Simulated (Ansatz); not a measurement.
# EuCd in the CsCl-type structure

Level of theory: DFT, PBEsol, scalar-relativistic, collinear spin; plane waves to 420 eV with PAW datasets (Ansatz 0.2.0), 8×8×8 k-mesh, Gaussian smearing of 0.05 eV. The datasets are Ansatz's generated set soft_2.

```
CELL_PARAMETERS angstrom
3.83322 0.00000 0.00000
0.00000 3.83322 0.00000
0.00000 0.00000 3.83322
ATOMIC_POSITIONS crystal
Eu 0.00000 0.00000 0.00000
Cd 0.50000 0.50000 0.50000
```

The cell came from substitution into a structure type; whether the compound takes it is for experiment to say.

Magnetic state: ferromagnetic, site spin moments Eu 6.83; Cd 0.05 μB.

Path: Γ–X–M–Γ–R–X | R–M, with Γ = (0.000, 0.000, 0.000), X = (0.000, 0.500, 0.000), M = (0.500, 0.500, 0.000), R = (0.500, 0.500, 0.500) in reciprocal vectors of the calculation's cell.

Levels between -3 and 5 eV from the Fermi level at the path's named points:
```tsv
point	spin	below E_F (eV)	above E_F (eV)
Γ	up	-0.40 -0.40 -0.40 -0.38 -0.38 -0.38 -0.33	0.30 0.30 4.50 4.50 4.50 4.54 4.54 4.54
Γ	down		1.12 1.12 3.59 3.59 3.59 4.13 4.13 4.13 4.33
X	up	-0.42 -0.41 -0.35 -0.35 -0.33 -0.28 -0.28	0.55 1.48 1.48 4.48
X	down	-2.65	1.45 2.16 2.16 3.89 4.06 4.20 4.20 4.32 4.42 4.42
M	up	-0.65 -0.65 -0.42 -0.40 -0.40 -0.28 -0.28	0.24 0.24 0.37 3.08 3.08
M	down		0.34 0.34 1.17 3.92 4.02 4.02 4.06 4.06 4.37 4.37 4.39 4.44
R	up	-1.63 -1.63 -1.63 -1.27 -0.39 -0.39 -0.39 -0.29 -0.29 -0.29	0.54
R	down	-1.18 -1.18 -1.18 -0.58	4.09 4.09 4.09 4.35 4.35 4.35 4.67
```

(1) By these bands, is it a metal or an insulator, and if it has a gap, where are the band edges on this path?

Answer:

(1) A metal: bands cross the Fermi level.

Without a U the 4f levels of Eu lie too near the Fermi level, so their share of the states there, and what hangs on it, is overstated. No spin–orbit coupling, a notable omission for heavy elements. The run wasn't fully tested for a lower electronic state. Site moments are of spin, integrated over atomic spheres. No antiparallel order was tried.
